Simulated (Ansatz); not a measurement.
Cu₃PdN:
```cif
data_Cu3NPd
_chemical_formula_sum 'Cu3 Pd1 N1'
_space_group_name_H-M_alt 'P 1'
_space_group_IT_number 1
_cell_length_a 3.81984
_cell_length_b 3.81984
_cell_length_c 3.81984
_cell_angle_alpha 90.000
_cell_angle_beta 90.000
_cell_angle_gamma 90.000
loop_
_space_group_symop_operation_xyz
  'x, y, z'
loop_
_atom_site_label
_atom_site_type_symbol
_atom_site_fract_x
_atom_site_fract_y
_atom_site_fract_z
_atom_site_occupancy
Cu1 Cu 0.50000 0.00000 0.00000 1
Cu2 Cu 0.00000 0.50000 0.00000 1
Cu3 Cu 0.00000 0.00000 0.50000 1
Pd1 Pd 0.50000 0.50000 0.50000 1
N1 N 0.00000 0.00000 0.00000 1
```

Relaxed with PBEsol.

### Question
Which orbitals make up the states near the Fermi level in PBEsol (plane waves, PAW; program Ansatz)?

### Answer
Within 0.5 eV of the Fermi level: Cu 3d 28 %, Pd 4d 17 %, N 2p 15 %, Cu 4s 5 %, outside the projected shells 29 %. Projections are on Löwdin-orthogonalised atomic valence shells; empty p or d shells of many metals are not among them.

### Question
Tabulate the density of states.

### Answer
States/eV per cell of 5 atoms, in 0.25 eV bins, energy from the Fermi level.

```tsv
E (eV)	total	Cu 3d	Pd 4d	N 2p
-7.85	2.30	0.57	0.06	1.17
-7.60	2.06	0.51	0.06	1.04
-7.35	2.11	0.55	0.05	0.98
-7.10	1.77	0.54	0.05	0.92
-6.85	1.90	0.60	0.07	1.06
-6.60	2.76	0.92	0.10	1.55
-6.35	2.18	0.66	0.12	1.25
-6.10	0.90	0.28	0.05	0.47
-5.85	1.85	0.82	0.09	0.56
-5.60	1.32	0.70	0.07	0.15
-5.35	1.71	0.99	0.16	0.04
-5.10	2.84	1.74	0.54	0.04
-4.85	6.37	4.41	1.15	0.05
-4.60	9.99	6.83	2.39	0.15
-4.35	10.02	7.42	2.02	0.20
-4.10	10.61	8.85	1.25	0.16
-3.85	9.84	7.78	1.69	0.03
-3.60	11.78	10.23	1.13	0.04
-3.35	14.47	12.53	1.52	0.06
-3.10	10.80	9.83	0.69	0.04
-2.85	5.05	4.80	0.12	0.01
-2.60	7.21	7.00	0.12	0.02
-2.35	7.59	3.95	3.06	0.32
-2.10	17.75	8.82	7.59	0.66
-1.85	11.03	4.89	4.83	0.62
-1.60	6.55	2.13	3.53	0.46
-1.35	6.30	2.14	3.23	0.60
-1.10	3.83	1.34	1.81	0.45
-0.85	1.31	0.50	0.39	0.31
-0.60	0.81	0.32	0.20	0.22
-0.35	0.70	0.25	0.17	0.17
-0.10	0.38	0.12	0.09	0.07
0.15	0.60	0.15	0.09	0.05
0.40	0.97	0.23	0.10	0.09
0.65	1.45	0.36	0.09	0.16
0.90	1.79	0.43	0.08	0.29
1.15	2.65	0.63	0.08	0.57
1.40	1.33	0.30	0.04	0.32
1.65	0.98	0.18	0.03	0.23
1.90	1.70	0.28	0.04	0.39
2.15	1.99	0.28	0.05	0.38
2.40	1.93	0.23	0.05	0.33
2.65	1.30	0.14	0.03	0.22
2.90	1.08	0.10	0.02	0.19
3.15	1.13	0.09	0.02	0.20
3.40	1.53	0.12	0.02	0.30
3.65	1.02	0.05	0.02	0.14
3.90	0.78	0.03	0.01	0.07
4.15	0.60	0.02	0.01	0.04
4.40	0.68	0.01	0.01	0.03
4.65	0.80	0.01	0.01	0.03
```

Space group Pm-3m (anti-perovskite). The workflow started from a Materials Project entry (that database holds measured and hypothetical structures alike); the Crystallography Open Database copy checked does not list it. Its standing as an ambient phase is unchecked. The cell was relaxed with PBEsol under the symmetry of its start; whether a distortion lowers the energy is not shown. No spin polarisation was allowed. A small band overlap can be real or an error of a semilocal functional. Scalar-relativistic: spin–orbit coupling is off unless named, which matters more the heavier the elements.

Potentials: the later of the program's two PAW sets.
